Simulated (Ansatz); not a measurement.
ZnSe:
```cif
data_Se4Zn4
_chemical_formula_sum 'Se4 Zn4'
_space_group_name_H-M_alt 'F-43m'
_space_group_IT_number 216
_space_group_name_Hall 'F -4 2 3'
_cell_length_a 5.73303
_cell_length_b 5.73303
_cell_length_c 5.73303
_cell_angle_alpha 90.000
_cell_angle_beta 90.000
_cell_angle_gamma 90.000
loop_
_atom_site_label
_atom_site_type_symbol
_atom_site_symmetry_multiplicity
_atom_site_Wyckoff_symbol
_atom_site_fract_x
_atom_site_fract_y
_atom_site_fract_z
_atom_site_occupancy
Se1 Se 4 c 0.25000 0.25000 0.25000 1
Zn1 Zn 4 a 0.00000 0.00000 0.00000 1
```
(The calculation used a cell of 2 atoms; values per cell refer to that cell.)

Relaxed with PBE. The program Ansatz at the PBE level (PAW) gives a gap of 1.15 eV.

Q: What gap does HSE06 give on the same cell (Ansatz, PAW)?

A: 2.26 eV, 1.11 eV more. The hybrid was solved on a coarser mesh and at special points; its gap is the smallest among all of these.

```tsv
k	v1 PBE	c1 PBE	v1 HSE06	c1 HSE06
Γ	0.00	1.15	0.00	2.26
X	-2.06	3.07	?	?
L	-0.82	2.48	?	?
W	-2.50	5.39	?	?
K	-1.69	3.61	?	?
```

Q: Top valence (v1) and lowest conduction level (c1) in eV from each method's valence maximum (which need not be a listed point): supply the withheld HSE06 values.

A: 
- L, v1 HSE06: -0.86
- L, c1 HSE06: 3.58
- W, v1 HSE06: -2.62
- W, c1 HSE06: 6.42
- K, v1 HSE06: -1.79
- K, c1 HSE06: 4.58
- X, v1 HSE06: -2.18
- X, c1 HSE06: 3.92

Cost on shared cores: the PBE run (SCF on a 8×8×8 mesh, then bands and DOS) very roughly 13 core-seconds, the HSE06 run (SCF on 6×6×6, then a few points) very roughly 120 core-seconds; the tasks are unlike.

The PBE relaxation kept the symmetry of its start; phonons on a q-mesh show no instability. Spin–orbit coupling is left out wherever it is not named.

Potentials: the later of the program's two PAW sets.
